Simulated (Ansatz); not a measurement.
W:
Space group Im-3m (No. 229); a = 3.1361 Å, b = 3.1361 Å, c = 3.1361 Å, α = 90.00°, β = 90.00°, γ = 90.00°

```tsv
atom	site	symmetry	x	y	z
W	2a	m-3m	0.0000	0.0000	0.0000
```
(The calculation used a cell of 1 atom; values per cell refer to that cell.)

Relaxed with LDA (plane waves, PAW; program Ansatz). Indices refer to the conventional cell of Im-3m, a = 3.1361 Å, b = 3.1361 Å, c = 3.1361 Å, α = 90.00°, β = 90.00°, γ = 90.00°.

Simulate the powder diffraction pattern (neutron, λ = 1.5401 Å; lines above 1 %) up to 2θ = 90°.

Simulated powder pattern, neutron, λ = 1.5401 Å (kinematic, ideal powder, no thermal factors, coherent scattering alone; the 30 strongest lines at most, above 1 %, up to 2θ = 90°):

```csv
2θ (°),d (Å),I/Imax (%),hkl
40.64,2.218,100,(110)
58.82,1.568,27,(200)
73.95,1.280,78,(211)
87.97,1.109,33,(220)
```

Symmetry was held in the LDA relaxation. The run is not spin-polarised. Spin–orbit coupling is left out wherever it is not named.

Potentials: the earlier of the program's two PAW sets.
